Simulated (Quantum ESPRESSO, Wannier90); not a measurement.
TlBr (rock salt), plane waves to Wannier functions

```
begin unit_cell_cart
ang
    0.0000000000    3.3420400000    3.3420400000
    3.3420400000    0.0000000000    3.3420400000
    3.3420400000    3.3420400000    0.0000000000
end unit_cell_cart
begin atoms_frac
Tl   0.0000000000  0.0000000000  0.0000000000
Br   0.5000000000  0.5000000000  0.5000000000
end atoms_frac
```

Structure: Materials Project mp-568560, symmetrised, not relaxed again. Not found in the COD (Crystallography Open Database) copy used, which has the formula in other groups; not checked further. Level: PBEsol, spinors with spin-orbit coupling; pw.x of Quantum ESPRESSO at 50 Ry with PseudoDojo potentials, 8×8×8 k-points, Wannier90. Density: 8×8×8 mesh, cold smearing 0.01 Ry.

Bands 1-2,13-20 form an isolated set from -13.83 to 0.00 eV relative to the valence-band maximum (on the path) and are turned into 10 Wannier functions by minimising the spread from the start: SCDM (isolated). Bands 3–6 (Tl 5d 100 %), 7–12 (Tl 5d 100 %) lie between the kept ones and are excluded.

Centres (Cartesian, Å; one of the equivalent choices) and spreads:

```
n        x       y       z  spread (Å²)  nearest atom
--  ------  ------  ------  -----------  ------------
1   -2.909   0.150   0.114        1.769           Br2
2   -0.110   0.151   2.909        1.768           Br2
3    3.029   0.171   0.311        1.768           Br2
4   -0.011   2.871   0.009        1.772           Br2
5    0.000   0.000   0.000        2.283           Tl1
6    3.017  -0.295   0.178        1.768           Br2
7    0.000   0.000   0.000        2.283           Tl1
8   -2.941  -0.041   0.246        1.769           Br2
9   -0.158   0.443   3.371        1.769           Br2
10   0.081  -3.451  -0.451        1.773           Br2
```

Ω_I = 16.77 Å², Ω_total = 18.72 Å²; the interpolated bands follow pw.x to 0.4 meV rms on the path. It is the lowest total spread that any start reached here.
